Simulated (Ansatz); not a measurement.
Input and command of a plane-wave DFT calculation in Ansatz:

```yaml
crystal:
  lattice:
    - [2.99237307, 0.0, 0.0]
    - [0.0, 2.99237307, 0.0]
    - [0.0, 0.0, 2.99237307]
  atoms:
    - { symbol: Be, position: [0.0, 0.0, 0.0] }
    - { symbol: C, position: [0.0, 0.5, 0.5] }
    - { symbol: C, position: [0.5, 0.0, 0.5] }
    - { symbol: C, position: [0.5, 0.5, 0.0] }
basis:
  ecutwfc: 500
kpoints:
  mp_grid: { grid: [16, 16, 16] }
hamiltonian:
  xc: r2scan
scf:
  occupations: { method: gaussian, width: 0.1 }
output:
  forces: true
  stress: true
  eigenvalues: true
relax:
  adjacent_minimum: "off"
  f_tol: 0.01
  max_steps: 80
  cell: { stress_tol: 0.05 }
```

```bash
ansatz run input.yaml --threads 1 --pin off --max-ram 2560MiB --backend cpu --events-out ev --progress --plain --runs-dir out
```

Processor: Arm Neoverse V2, 1 thread, on a host shared with other jobs.

**Question.** How long does it run, and how much memory does it take?

**Answer.** About 31 s on 1 thread of Arm Neoverse V2, on a shared host, peak memory 0.4 GiB. It solves 11 bands at 165 k points (the mesh reduced by the symmetry that the task leaves, which can be less than the crystal's) with about 739 plane waves (on the last cell), in 21 SCF iterations over 5 ionic steps.
